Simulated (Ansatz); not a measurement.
Band structure of Sn2Ir

```
CELL_PARAMETERS angstrom
0.00000 3.16900 3.16900
3.16900 0.00000 3.16900
3.16900 3.16900 0.00000
ATOMIC_POSITIONS crystal
Sn 0.25000 0.25000 0.25000
Sn 0.75000 0.75000 0.75000
Ir 0.00000 0.00000 0.00000
```

Atom numbers follow the list: Sn1, Sn2, Ir3.

The cell is COD entry 9009019, as deposited and not checked against the literature; nothing was relaxed.

Spin polarisation is left out, and whether a magnetic state lies lower isn't shown here.

No spin–orbit coupling, which matters for the heavy atoms here.

The calculation used DFT, LDA, all-electron LAPW, scalar-relativistic in Ansatz 0.2.0.

The runs use a Γ-centred 10×10×10 k mesh, Fermi–Dirac smearing of 0.03 eV, basis error target 1 meV/atom, no spin polarisation.

Points in fractions of the reciprocal vectors of this cell: Γ (0, 0, 0), X (0.5, 0, 0.5), U (0.625, 0.25, 0.625), K (0.375, 0.375, 0.75), L (0.5, 0.5, 0.5), W (0.5, 0.25, 0.75). The path runs Γ–X–U–K–Γ–L–W–X. Energies are in eV from the Fermi level; (×n) counts levels within 4 meV of each other, which need not be degenerate by symmetry.

Q: Is there a gap?

A: none: with an odd electron count and no spin polarisation the bands can't all be full, a metal in this set-up (in compounds, spin order or a distortion in a larger cell can open a gap).

Q: List the levels between -5 and 4.5 eV at the symmetry points.

A: 
Γ: -4.40 (×3), -2.38, -2.11 (×2), 3.60 (×3), 3.93 (×3)
X: -2.92 (×2), -2.49 (×2), -2.16, -1.96, 1.25, 3.36
U: -3.89, -3.05, -2.71, -2.19, -1.51, -1.17, 1.85
K: -3.89, -3.05, -2.71, -2.19, -1.51, -1.17, 1.85
L: -3.78 (×2), -2.89, -2.05 (×2), -0.04 (×2), 1.24, 2.52, 4.17 (×2)
W: -4.87, -2.50 (×2), -2.47, -2.00, -0.79, 3.35 (×2)
